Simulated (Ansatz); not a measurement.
ZnCdS2:
```xyz
4
Lattice="3.9341 0.0000 0.0000 -1.9671 3.4070 0.0000 0.0000 0.0000 6.5230" Properties=species:S:1:pos:R:3 pbc="T T T"
Zn     0.0000     0.0000     6.5181
Cd     0.0000     2.2714     3.3070
S      0.0000     2.2714     5.8168
S      0.0000     0.0000     2.3094
```

Cartesian axes are those of the cell as given.

Task: Give the proper piezoelectric stress tensor with relaxed ions from PBEsol in the plane-wave PAW code Ansatz.

Result: In C/m², rows x, y, z, Voigt columns; mesh uncertainty up to 0.00.
```
 0.00   0.00   0.00   0.00  -0.15   0.21
 0.21  -0.21   0.00  -0.15   0.00   0.00
-0.18  -0.18   0.24   0.00   0.00   0.00
```

The elastic tensor of the same run (GPa):

```tsv
	1	2	3	4	5	6
1	95.7	51.6	46.5	-0.1	0.0	0.0
2	51.6	95.7	46.5	0.1	0.0	0.0
3	46.5	46.5	127	0.0	0.0	0.0
4	-0.1	0.1	0.0	19.9	0.0	0.0
5	0.0	0.0	0.0	0.0	19.9	-0.1
6	0.0	0.0	0.0	0.0	-0.1	22.1
```

Task: Convert to strain constants d = e·S.

Result: In pC/N:
```
 0.0   0.0   0.0   0.0  -7.3   9.5
 4.7  -4.7   0.0  -7.3   0.0   0.0
-2.4  -2.4   3.6   0.0   0.0   0.0
```

Space group P3m1. The first step of the workflow began from a Materials Project structure, measured or hypothetical; the Crystallography Open Database copy checked does not list it. Whether it is the stable phase at ambient conditions was not checked. The PBEsol relaxation kept the symmetry of its start; of distortions, only those at the zone centre were tested.

Potentials: the later of the program's two PAW sets.
